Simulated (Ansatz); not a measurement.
HfO2:
```yaml
crystal:
  lattice:
    - [5.16188, 0.00000, 0.00000]
    - [0.00000, 5.21221, 0.00000]
    - [-0.89846, 0.00000, 5.27695]
  atoms:
    - { symbol: Hf, position: [0.27574, 0.45712, 0.70839] }
    - { symbol: Hf, position: [0.72426, 0.54288, 0.29161] }
    - { symbol: Hf, position: [0.72426, 0.95712, 0.79161] }
    - { symbol: Hf, position: [0.27574, 0.04288, 0.20839] }
    - { symbol: O, position: [0.44918, 0.74282, 0.97664] }
    - { symbol: O, position: [0.55082, 0.25718, 0.02336] }
    - { symbol: O, position: [0.55082, 0.24282, 0.52336] }
    - { symbol: O, position: [0.44918, 0.75718, 0.47664] }
    - { symbol: O, position: [0.06709, 0.32855, 0.34852] }
    - { symbol: O, position: [0.93291, 0.67145, 0.65148] }
    - { symbol: O, position: [0.93291, 0.82855, 0.15148] }
    - { symbol: O, position: [0.06709, 0.17145, 0.84852] }
```

Relaxed with PBE. Special points in fractions of this cell's reciprocal vectors: Γ (0.000, 0.000, 0.000); Z (0.000, 0.500, 0.000); D (0.000, 0.500, 0.500); B (0.000, 0.000, 0.500); A (-0.500, 0.000, 0.500); E (-0.500, 0.500, 0.500); C2 (-0.500, 0.500, 0.000); Y2 (-0.500, 0.000, 0.000).

List the band energies nearest the valence-band maximum at these points for plane-wave PAW PBE (Ansatz code).

In eV from the valence-band maximum; about four levels below and three above (degenerate sets whole), none deeper than 8.9 eV; points with the same levels are listed once.

```
k                                 below                above
--  -----------------------------------  -------------------
Γ                -0.55 -0.50 -0.21 0.00       4.53 4.99 5.10
Z               -0.82 -0.82 -0.44 -0.44  4.94 4.94 5.50 5.50
D   -0.92 -0.92 -0.91 -0.91 -0.66 -0.66  4.90 4.90 5.08 5.08
B               -0.84 -0.84 -0.50 -0.50  4.71 4.71 5.15 5.15
A               -0.96 -0.96 -0.53 -0.53  4.33 4.33 5.45 5.45
E               -1.03 -1.03 -0.73 -0.73  4.48 4.48 5.17 5.17
C2              -0.92 -0.92 -0.59 -0.59  4.68 4.68 5.16 5.16
Y2              -0.75 -0.56 -0.47 -0.08       4.04 5.03 5.06
```

Space group P2_1/c. The cell was relaxed with PBE under the symmetry of its start. No spin polarisation was allowed. Spin–orbit coupling is left out wherever it is not named.

Potentials: the earlier of the program's two PAW sets.
